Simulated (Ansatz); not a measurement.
## Relaxation path: Ba (simple hexagonal type)

DFT, LDA, PAW with Ansatz's default frozen-core files, scalar-relativistic (Ansatz 0.2.0); a Γ-centred 11×11×10 k mesh, Fermi–Dirac smearing of 0.1 eV, no spin polarisation. The run relaxes cell and atoms at a target pressure of -0.15 GPa.

Command: `ansatz run input.yaml --threads 1 --pin off --max-ram 3584MiB --backend cpu --events-out ev --progress --plain --runs-dir out` It took 18 s on 1 thread of Arm Neoverse V1, on a shared host, peak memory 0.34 GiB.

```yaml
crystal:
  lattice:
    - [4.1225202234, 0.0, 0.0]
    - [-2.0612601117, 3.5702072411, 0.0]
    - [0.0, 0.0, 3.87516901]
  atoms:
    - { symbol: Ba, position: [0.0, 0.0, 0.0] }
kpoints:
  mp_grid: { grid: [11, 11, 10] }
scf:
  occupations: { method: fermi_dirac, width: 0.1 }
hamiltonian:
  xc: lda
  pseudopotentials: { kind: paw }
output:
  forces: true
  stress: true
  eigenvalues: true
relax:
  f_tol: 0.005
  max_steps: 40
  cell: { p_target: -0.15, stress_tol: 0.03 }
```

Each step lists its enthalpy F + pV a cell above the last geometry, the pressure, the cell vectors (Å), and Cartesian positions (Å) with forces (eV/Å).

The first step:

```
step 1  dH = 9.10 meV  P = -0.74 GPa
  cell 4.1225 0.0000 0.0000  -2.0613 3.5702 0.0000  0.0000 0.0000 3.8752
  Ba 0.0000 0.0000 0.0000   0.0000 0.0000 0.0000
```

Spin–orbit coupling is left out, which matters for the heavy atoms. The PAW files were made under PBE.

The symmetry of the start is kept and no stability test is made, so the end need not be the stable phase.

**Question.** Where does the relaxation end, and by which steps?

**Answer.** After 4 geometries, with conventional a, b, c = 4.035, 4.035, 3.737 Å, at 52.691 Å³/atom (-7.62 % against the start) in space group P6/mmm, with a shortest distance of 3.737 Å. The further steps:
```
step 2  dH = 5.31 meV  P = -0.62 GPa
  cell 4.1032 0.0000 0.0000  -2.0516 3.5535 0.0000  0.0000 0.0000 3.8395
  Ba 0.0000 0.0000 0.0000   0.0000 0.0000 0.0000
step 3  dH = 0.05 meV  P = -0.12 GPa
  cell 4.0317 0.0000 0.0000  -2.0159 3.4916 0.0000  0.0000 0.0000 3.7255
  Ba 0.0000 0.0000 0.0000   0.0000 0.0000 0.0000
step 4  dH = 0.00 meV  P = -0.15 GPa
  cell 4.0349 0.0000 0.0000  -2.0174 3.4943 0.0000  0.0000 0.0000 3.7372
  Ba 0.0000 0.0000 0.0000   0.0000 0.0000 0.0000
step 5  dH = 0.03 meV  P = -0.15 GPa  (same geometry on a basis chosen anew; earlier energies don't compare to the last digit)
  cell 4.0349 0.0000 0.0000  -2.0174 3.4943 0.0000  0.0000 0.0000 3.7372
  Ba 0.0000 0.0000 0.0000   0.0000 0.0000 0.0000
```
